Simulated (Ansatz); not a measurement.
ZnGaNO:
Space group P3m1 (No. 156); a = 3.237 Å, b = 3.237 Å, c = 20.726 Å, α = 90.00°, β = 90.00°, γ = 120.00°

```csv
atom,site,symmetry,x,y,z
Ga,1b,3m.,0.3333,0.6667,0.0009
N,1b,3m.,0.3333,0.6667,0.0928
Ga,1c,3m.,0.6667,0.3333,0.1265
N,1c,3m.,0.6667,0.3333,0.2181
Ga,1b,3m.,0.3333,0.6667,0.2517
N,1b,3m.,0.3333,0.6667,0.3433
Ga,1c,3m.,0.6667,0.3333,0.3772
N,1c,3m.,0.6667,0.3333,0.4689
Zn,1b,3m.,0.3333,0.6667,0.4956
O,1b,3m.,0.3333,0.6667,0.5979
Zn,1c,3m.,0.6667,0.3333,0.6188
O,1c,3m.,0.6667,0.3333,0.7208
Zn,1b,3m.,0.3333,0.6667,0.7415
O,1b,3m.,0.3333,0.6667,0.8440
Zn,1c,3m.,0.6667,0.3333,0.8640
O,1c,3m.,0.6667,0.3333,0.9706
```

Relaxed at zero pressure with r²SCAN (plane waves, PAW; program Ansatz).

The volume is lowered by 6 % and shape and atoms relax at that volume. What pressure results, and how do the axes share the change?

5.7 GPa; a 0.7 %, b 0.7 %, c -7.3 %; the energy rises by -28 meV/atom.

Give the new structure.


Space group P3m1 (No. 156); a = b = 3.259 Å, c = 19.223 Å, α = β = 90.00°, γ = 120.00°

| atom | site | symmetry | x | y | z |
|---|---|---|---|---|---|
| Ga | 1b | 3m. | 0.3333 | 0.6667 | 0.9837 |
| N | 1b | 3m. | 0.3333 | 0.6667 | 0.0869 |
| Ga | 1c | 3m. | 0.6667 | 0.3333 | 0.1147 |
| N | 1c | 3m. | 0.6667 | 0.3333 | 0.2175 |
| Ga | 1b | 3m. | 0.3333 | 0.6667 | 0.2453 |
| N | 1b | 3m. | 0.3333 | 0.6667 | 0.3480 |
| Ga | 1c | 3m. | 0.6667 | 0.3333 | 0.3770 |
| N | 1c | 3m. | 0.6667 | 0.3333 | 0.4806 |
| Zn | 1b | 3m. | 0.3333 | 0.6667 | 0.4880 |
| O | 1b | 3m. | 0.3333 | 0.6667 | 0.6195 |
| Zn | 1c | 3m. | 0.6667 | 0.3333 | 0.5912 |
| O | 1c | 3m. | 0.6667 | 0.3333 | 0.7484 |
| Zn | 1b | 3m. | 0.3333 | 0.6667 | 0.7241 |
| O | 1b | 3m. | 0.3333 | 0.6667 | 0.8783 |
| Zn | 1c | 3m. | 0.6667 | 0.3333 | 0.8530 |
| O | 1c | 3m. | 0.6667 | 0.3333 | 0.9765 |

The phase is kept; no other phase was compared at this pressure.

The start of the workflow was typed in or built on a structure type; the Crystallography Open Database copy checked does not list it. Whether it is the stable phase at ambient conditions was not checked. The cell was relaxed with r²SCAN under the symmetry of its start; whether a distortion lowers the energy is not shown.

Potentials: the earlier of the program's two PAW sets.
